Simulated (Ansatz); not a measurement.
## Ti (Fm-3m), random displacements

All numbers below come from DFT PBEsol, scalar-relativistic, plane waves, PAW in Ansatz 0.2.0. Cutoff 420 eV, Γ-centred 10×10×10 k-points, Gaussian smearing of 0.15 eV. No spin polarisation. Energies are free energies at this smearing, counted from the undisturbed cell; pressure is positive in compression.

Reference structure (as given, not relaxed at this level; this fcc form isn't the usual structure):

```
Ti
1.0
    -4.06000    4.06000    0.00000
     0.00000    4.06000   -4.06000
    -4.06000    0.00000   -4.06000
Ti
8
Direct
  0.00000 0.50000 0.50000
  0.00000 0.00000 0.50000
  0.00000 0.50000 0.00000
  0.00000 0.00000 0.00000
  0.50000 0.50000 0.50000
  0.50000 0.00000 0.50000
  0.50000 0.50000 0.00000
  0.50000 0.00000 0.00000
```

The atoms are displaced (Å, in the unstrained cell):

```csv
atom,ux,uy,uz
Ti1,-0.218,-0.136,-0.117
Ti2,0.143,-0.046,0.091
Ti3,0.308,-0.143,-0.099
Ti4,-0.006,-0.107,-0.142
Ti5,-0.193,0.269,0.000
Ti6,0.094,-0.178,-0.001
Ti7,-0.311,0.340,0.131
Ti8,0.183,0.001,0.137
```

Strain (Voigt, engineering shear): (0.0016, -0.0051, 0.0002, 0.0038, 0.0035, 0.0145).

**Question.** What are the energy change, the stress and the forces?

**Answer.** ΔE = 345.9 meV/atom; stress (xx, yy, zz, yz, xz, xy; compression positive) (4.74, 6.43, 8.94, 0.74, 0.49, -1.75) GPa.
```csv
atom,Fx (eV/Å),Fy,Fz
Ti1,0.41,1.98,2.43
Ti2,-0.16,0.00,-0.51
Ti3,-3.59,3.43,0.45
Ti4,-0.53,-0.64,1.96
Ti5,1.00,-1.79,-0.68
Ti6,-0.26,0.56,0.08
Ti7,2.95,-3.91,-2.16
Ti8,0.18,0.36,-1.58
```

Cost: 1 run of about 9 core-minutes, on Arm Neoverse V1 (shared hosts).